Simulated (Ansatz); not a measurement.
A relaxed structure of TiO2. Method: PBEsol (plane waves to 420 eV, PAW, scalar-relativistic; Ansatz, a quantum-chemistry and plane-wave program).

```cif
data_O8Ti4
_chemical_formula_sum 'Ti4 O8'
_space_group_name_H-M_alt 'P 1'
_space_group_IT_number 1
_cell_length_a 5.88812
_cell_length_b 5.88812
_cell_length_c 5.88812
_cell_angle_alpha 60.000
_cell_angle_beta 60.000
_cell_angle_gamma 60.000
loop_
_space_group_symop_operation_xyz
  'x, y, z'
loop_
_atom_site_label
_atom_site_type_symbol
_atom_site_fract_x
_atom_site_fract_y
_atom_site_fract_z
_atom_site_occupancy
Ti1 Ti 0.62500 0.62500 0.62500 1
Ti2 Ti 0.12500 0.62500 0.62500 1
Ti3 Ti 0.62500 0.12500 0.62500 1
Ti4 Ti 0.62500 0.62500 0.12500 1
O1 O 0.85959 0.85959 0.85959 1
O2 O 0.42124 0.85959 0.85959 1
O3 O 0.85959 0.42124 0.85959 1
O4 O 0.85959 0.85959 0.42124 1
O5 O 0.39041 0.39041 0.39041 1
O6 O 0.82876 0.39041 0.39041 1
O7 O 0.39041 0.82876 0.39041 1
O8 O 0.39041 0.39041 0.82876 1
```

Find the space group and the Wyckoff positions (tolerance 0.01 Å).

Space group Fd-3m, origin choice 1 (No. 227); a = b = c = 8.327 Å, α = β = γ = 90.00°

```tsv
atom	site	symmetry	x	y	z
Ti	16c	.-3m	0.1250	0.1250	0.1250
O	32e	.3m	0.3596	0.3596	0.3596
```

This is the AFLOW prototype AB2_cF48_227_c_e (as in Ti2C).

Give the shortest distances between elements (the closest pairs, up to four, under 3.6 Å).

O–Ti 1.96 Å; O–O 2.58 Å; Ti–Ti 2.94 Å.

```yaml
volume_per_atom: 12.03 Å³
band_gap: 1.79 eV, indirect (valence top at k = (0, 0.1667, -0.1667), conduction bottom at Γ) (no spin-orbit coupling)
smallest_direct_gap: 1.82 eV at Γ
```

No spin polarisation in the result.

The run could not lose the symmetry of its start.

The first start was generated by placing the elements on the sites of a structure type. Materials Project lists a structure of TiO2 in the same space group, Fd-3m (No. 227); the sites were not compared with it, nor with measured phases. Known forms of TiO2 include space group No. 61, 136, 141.
